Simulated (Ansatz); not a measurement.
Computed with DFT PBE, scalar-relativistic, plane waves, PAW in Ansatz. Plane waves to 420 eV, a 10×10×10 mesh through Γ for the 5-atom cell and 0.10 eV Gaussian smearing; collinear spin.

The zero of energy is the elements' standard structures at the same level (N₂ as a molecule); no fitted shifts are applied.

Question: Suggest a trial structure for a cubic metal with formula Ti₃SiN, with a formation energy near −0.93 eV/atom and a density near 4.54 g/cm³, in a cell of 5 atoms. Its symmetry should be Pm-3m (No. 221).

Answer: Ti₃SiN, space group Pm-3m (No. 221). Ti is surrounded by 2 N at 2.04 Å, 4 Si at 2.88 Å and 8 Ti at 2.88 Å; around Si lie 12 Ti at 2.88 Å; around N lie 6 Ti at 2.04 Å.

```xyz
5
Lattice="4.0792 0.0000 0.0000 0.0000 4.0792 0.0000 0.0000 0.0000 4.0792" Properties=species:S:1:pos:R:3 pbc="T T T"
Ti    2.0396    0.0000    0.0000
Ti    0.0000    2.0396    0.0000
Ti    0.0000    0.0000    2.0396
Si    2.0396    2.0396    2.0396
N     0.0000    0.0000    0.0000
```

The volume per atom is 13.58 Å³, the density is 4.54 g/cm³ and the formation energy is −0.93 eV/atom. The gap on the 10×10×10 mesh of the 5-atom cell is 0 eV (a metal), the net moment per atom is 0.00 μB and the moment by site is all under 0.1 μB.

The structure comes from a generated guess, relaxed at this level; another structure or a mixture of phases may lie lower. The answer needn't be unique; the calculation gave this one.

Symmetry constrained the relaxation, so the result can be a saddle point. Site moments count only spheres around the atoms; the net moment includes the space between them.
